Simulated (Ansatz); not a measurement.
## KB3H8, one structure, two calculations

Cell: a structure deposited in the COD, ions relaxed with PBE at fixed cell.

```cif
data_KB3H8
_symmetry_space_group_name_H-M 'Cmcm'
_symmetry_Int_Tables_number 63
_cell_length_a 7.4256
_cell_length_b 8.0809
_cell_length_c 8.1959
_cell_angle_alpha 90.000
_cell_angle_beta 90.000
_cell_angle_gamma 90.000
loop_
_atom_site_label
_atom_site_type_symbol
_atom_site_symmetry_multiplicity
_atom_site_Wyckoff_symbol
_atom_site_fract_x
_atom_site_fract_y
_atom_site_fract_z
K K 4 c 0.5000 0.8346 0.7500
B3 B 8 f 0.5000 0.2195 0.6404
B7 B 4 c 0.5000 0.4088 0.7500
H9 H 16 h 0.3618 0.1589 0.5890
H17 H 8 f 0.5000 0.3626 0.5770
H21 H 8 g 0.8630 0.9901 0.7500
```

One atom of each set is listed; the run and its k-mesh use a cell of 24 atoms with edges of 5.49, 5.49, 8.20 Å.

First run. Method: Kohn–Sham DFT in Ansatz, PBE, plane waves and PAW, scalar-relativistic, 420 eV cutoff, Γ-centred 6×6×4 k-points, Fermi–Dirac smearing 0.05 eV.

```
site  V_zz (10²¹ V/m²)     η
   K              0.94  0.51
  B3              0.99  0.76
  B7              2.17  0.56
  H9              1.84  0.03
 H17              1.24  0.74
 H21              1.84  0.02
```

Second run. The same atoms and settings, except that the functional is r2SCAN and the cutoff is 500 eV.

**Question.** Given the first result, estimate the second.

**Answer.** 

| site | V_zz | η | change of V_zz |
| --- | --- | --- | --- |
| K | 1.01 | 0.54 | +0.07 |
| B3 | 0.99 | 0.71 | 0.00 |
| B7 | 2.19 | 0.55 | +0.02 |
| H9 | 1.83 | 0.04 | -0.01 |
| H17 | 1.23 | 0.76 | -0.01 |
| H21 | 1.83 | 0.02 | -0.01 |

The largest change of V_zz is on K, from 0.94 to 1.01. In per cent, |V_zz| changes by +8 on K, 0 to +1 on B, -1 to 0 on H (all sites that start above 0.5).
